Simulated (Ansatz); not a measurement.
A generator proposed this cell of Si2F.

```
Si F
1.0
     1.45842    0.84202    4.66598
    -1.45842    0.84202    4.66598
     0.00000   -1.68404    4.66598
Si F
2 1
Direct
  0.75250 0.75250 0.75250
  0.24750 0.24750 0.24750
  0.00000 0.00000 0.00000
```

Level of theory: Ansatz 0.2.0, DFT PBE, scalar-relativistic, plane waves, PAW. Plane waves to 420 eV, a k mesh through Γ of 9×9×9 on the computed 3-atom cell and Gaussian smearing (0.10 eV); no spin polarisation.

Energies over the elements count from the elements' standard structures at the same level (F₂ as a molecule), with no fitted energy shifts.

Task: Estimate its pressure, forces and energy as it stands.

Result: The pressure is 50.8 GPa (the mean over three directions, positive in compression), the largest force is 5.39 eV/Å, and the energy is +1.09 eV/atom against the elements. The shortest distance is 2.07 Å.

Task: Is it a good guess?

Result: A poor one: relaxing gains about 1.4 eV/atom (the start's value is from the coarse mesh, so the gain is rough) in 34 ionic steps and ends at −0.26 eV/atom on the finer mesh. The symmetry stays R-3m (No. 166). The volume per atom grows by 12.5 %, from 11.5 to 12.9 Å³. The shortest distance goes from 2.07 Å (Si–F) to 2.48 Å (Si–F). The ratio c/a of the conventional cell changes by a factor of 1.52. Conventional cell: a = 2.637 Å, c = 19.267 Å. Around Si lie 3 F at 2.48 Å, 6 Si at 2.64 Å and 3 Si at 2.94 Å; around F lie 6 Si at 2.48 Å and 6 F at 2.64 Å (long contacts).

The last run used a 21×21×21 mesh for its 3-atom cell and Gaussian smearing of 0.10 eV. Weakly bound directions are ill-defined at this level, which has no dispersion term. An odd number of electrons in the primitive cell allows no gap without spin; a larger cell or a magnetic state could open one. The cell is a metal run without spin; a magnetic state may lie lower. The relaxation can't lower the symmetry of the start, and the grade says only how near the guess is to its own end. Symmetry constrained the relaxation, so the result can be a saddle point.
